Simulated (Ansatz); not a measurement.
MoP:
```cif
data_MoP
_chemical_formula_sum 'Mo1 P1'
_space_group_name_H-M_alt 'Pm-3m'
_space_group_IT_number 221
_space_group_name_Hall '-P 4 2 3'
_cell_length_a 3.00276
_cell_length_b 3.00276
_cell_length_c 3.00276
_cell_angle_alpha 90.000
_cell_angle_beta 90.000
_cell_angle_gamma 90.000
loop_
_atom_site_label
_atom_site_type_symbol
_atom_site_symmetry_multiplicity
_atom_site_Wyckoff_symbol
_atom_site_fract_x
_atom_site_fract_y
_atom_site_fract_z
_atom_site_occupancy
Mo1 Mo 1 a 0.00000 0.00000 0.00000 1
P1 P 1 b 0.50000 0.50000 0.50000 1
```

This is the PBE-relaxed structure.

**Question.** All from PBE in the plane-wave PAW code Ansatz, unless another level is named. Give the electronic character.

**Answer.** metallic (no gap).

**Question.** And the density of states at the Fermi level?

**Answer.** 0.62 states/eV per atom (mean over ±0.08 eV).

**Question.** Next, the formation energy from the elements (no fitted shifts)?

**Answer.** -0.37 eV/atom.

**Question.** Predict the gap with spin–orbit coupling.

**Answer.** none (metallic).

The cell is a constructed one: a structure type filled with these elements; neither database checked (COD, Materials Project) lists it. COD files the formula under space group No. 187, so this cell is another polymorph or a model. Its standing as an ambient phase is unchecked. The PBE relaxation kept the symmetry of its start; its stability against distortions is not shown here. No spin polarisation was allowed. The references are the lowest solids computed at this level, not always the standard phases. Scalar-relativistic: spin–orbit coupling is off unless named, which matters more the heavier the elements.

Potentials: the later of the program's two PAW sets.
